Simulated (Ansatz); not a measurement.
Data:

AgPt3:
Space group Pm-3m (No. 221); a = b = c = 3.940 Å, α = β = γ = 90.00°

| atom | site | symmetry | x | y | z |
|---|---|---|---|---|---|
| Ag | 1a | m-3m | 0.0000 | 0.0000 | 0.0000 |
| Pt | 3c | 4/mm.m | 0.0000 | 0.5000 | 0.5000 |

This is the PBEsol-relaxed structure.

Question: All from the program Ansatz at the PBEsol level (PAW), unless another level is named. Estimate the Poisson's ratio.

Answer: 0.36.

Question: What about the elastic constants (relaxed ions, GPa)?

Answer: C11 = 302, C12 = 209, C44 = 96.9.

The workflow started from an entry of the Crystallography Open Database (COD). Its standing as an ambient phase is unchecked. The cell was relaxed with PBEsol under the symmetry of its start; of distortions, only those at the zone centre were tested. The run is not spin-polarised. As this level gives no gap, shear constants depend on the k-mesh and smearing (Fermi–Dirac, 0.1 eV here). Spin–orbit coupling is left out wherever it is not named.

Potentials: the later of the program's two PAW sets.
